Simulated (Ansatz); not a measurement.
This guess for Ti₂NbC₃ is about to be relaxed.

```yaml
crystal:
  lattice:
    - [0.00000, 3.80176, 4.74618]
    - [2.62886, 0.00000, 4.74618]
    - [2.62886, 3.80176, 0.00000]
  atoms:
    - { symbol: Ti, position: [0.75000, 0.75000, 0.75000] }
    - { symbol: Ti, position: [0.25000, 0.25000, 0.25000] }
    - { symbol: Nb, position: [0.00000, 0.00000, 0.00000] }
    - { symbol: C, position: [0.00000, 0.50000, 0.00000] }
    - { symbol: C, position: [0.50000, 0.00000, 0.50000] }
    - { symbol: C, position: [0.50000, 0.50000, 0.50000] }
```

Level of theory: Ansatz, DFT PBE, scalar-relativistic, plane waves, PAW. Cutoff 420 eV, Gaussian smearing, Γ-centred meshes. Cell and atoms relax first on a coarse mesh and then on a finer one. In between, the cell is made exact in the group found at 0.06 Å. In metals the finer mesh still leaves noise of several meV/atom or more. The steps can't lower the symmetry of their start. No spin polarisation in the relaxation; trial moments died out in a coarse test.

A guess keeps its type if space group and coordination stay and the shape of the cell changes little (axis ratios within about 15 %, angles within 6°); the volume may change.

Question: Does this structure survive the relaxation?

Answer: It doesn't keep its type. The symmetry goes from Fmmm (No. 69) to I4/mmm (No. 139). The volume per atom shrinks by 18.7 %, from 15.8 to 12.9 Å³. The shortest distance goes from 1.90 Å (Ti–C) to 2.09 Å (Ti–C). Counting neighbours within 15 % of an atom's shortest distance, the start has C 2/6, Nb 6, Ti 2 and the end C 4/6, Nb 4, Ti 2. In detail, at the end Ti is surrounded by 2 C at 2.09 Å, 4 C at 3.00 Å and 4 Nb at 3.00 Å; Nb has 4 C at 2.15 Å and 8 Ti at 3.00 Å; C on a site of symmetry mmm is surrounded by 2 Ti at 2.09 Å, 2 C at 2.15 Å and 2 Nb at 2.15 Å; 1 more site not described.

Space group I4/mmm (No. 139). a = 4.299 Å, b = 4.299 Å, c = 8.348 Å, α = 90.00°, β = 90.00°, γ = 90.00°
```
atom  site  symmetry       x       y       z
  Ti    4d      -4m2  0.5000  0.0000  0.2500
  Nb    2a     4/mmm  0.0000  0.0000  0.0000
   C    4c      mmm. 0.0000  0.5000  0.0000
   C    2b     4/mmm  0.5000  0.5000  0.0000
```

The last run used a 12×12×12 mesh for its 6-atom cell and Gaussian smearing of 0.10 eV. Symmetry constrained the relaxation, so the result can be a saddle point. Another cell of Ti2NbC3 relaxed alike, in P6/mmm, lies 1.13 eV/atom lower, so this cell isn't the stable form at this level.

In counts of neighbours, a slash parts the counts of unlike sites.
